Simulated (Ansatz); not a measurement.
## ZrC (rock salt), frozen-phonon scan

Relaxed ZrC (rock salt):

```xyz
4
Lattice="0.0000 4.7087 4.7087 2.3544 2.3544 4.7087 2.3544 2.3544 0.0000" Properties=species:S:1:pos:R:3 pbc="T T T"
C      0.0000     0.0000     0.0000
C      2.3544     4.7087     7.0631
Zr     2.3544     7.0631     7.0631
Zr     2.3544     4.7087     4.7087
```

A phonon eigenvector at X = (0.5, 0.5, 0.0) is frozen into this cell: atom i moves by Q times the vector below, so Q is the largest atomic displacement, in Å. The cell is held. (q is in reciprocal vectors of the primitive cell; the cell shown is doubled to hold the pattern.)

| atom | x | y | z |
|---|---|---|---|
| C1 | 0.000 | 0.000 | 1.000 |
| C2 | 0.000 | 0.000 | -1.000 |
| Zr3 | 0.000 | 0.000 | 0.018 |
| Zr4 | 0.000 | 0.000 | -0.018 |

Computed with PBE (plane waves to 420 eV, PAW, scalar-relativistic; Ansatz, an electronic-structure program). k mesh 17×17×17 (Γ-centred), Fermi-Dirac smearing 0.05 eV. The energy includes the smearing's −TS. Compression counts positive. With partly filled bands, energies and forces of such displacements shift with the k mesh and the smearing. ZrC is run without spin polarisation. ZrC was relaxed with its symmetry unable to fall. ΔE is measured from the undisplaced structure.

| Q (Å) | ΔE (meV/cell) | P (GPa) | −dE/dQ from forces (eV/Å) |
|---|---|---|---|
| -0.180 | 415 | 2.4 | 4.717 |
| -0.150 | 286 | 1.6 | 3.873 |
| -0.120 | 182 | 1.0 | 3.059 |
| -0.090 | 102 | 0.6 | 2.275 |
| -0.060 | 45 | 0.3 | 1.508 |
| -0.030 | 11 | 0.1 | 0.753 |
| 0.000 | 0 | 0.0 | 0.000 |
| 0.030 | 11 | 0.1 | -0.753 |
| 0.060 | 45 | 0.3 | -1.508 |
| 0.090 | 102 | 0.6 | -2.275 |
| 0.120 | 182 | 1.0 | -3.059 |
| 0.150 | 286 | 1.6 | -3.873 |
| 0.180 | 415 | 2.4 | -4.717 |

Summary:

```
Item                                                                                                                  Value
-----------------------------------------------------------  --------------------------------------------------------------
Energy at Q = 0.180 Å                                                                                          415 meV/cell
Space group of the distorted cell                                                      P4/nmm (No. 129), lowered from Fm-3m
Symmetry of the curve                                                                         even: the same for both signs
Shape of the curve                                           a single well with its minimum at or next to zero displacement
Harmonic wavenumber from the curvature (finite differences)                                                        532 cm⁻¹
Wavenumber by perturbation theory (DFPT, on another k mesh)                                                        532 cm⁻¹
```

(For displaced atoms, the force is minus the slope of the energy, and its curvature is a force constant, which sets phonon frequencies.)
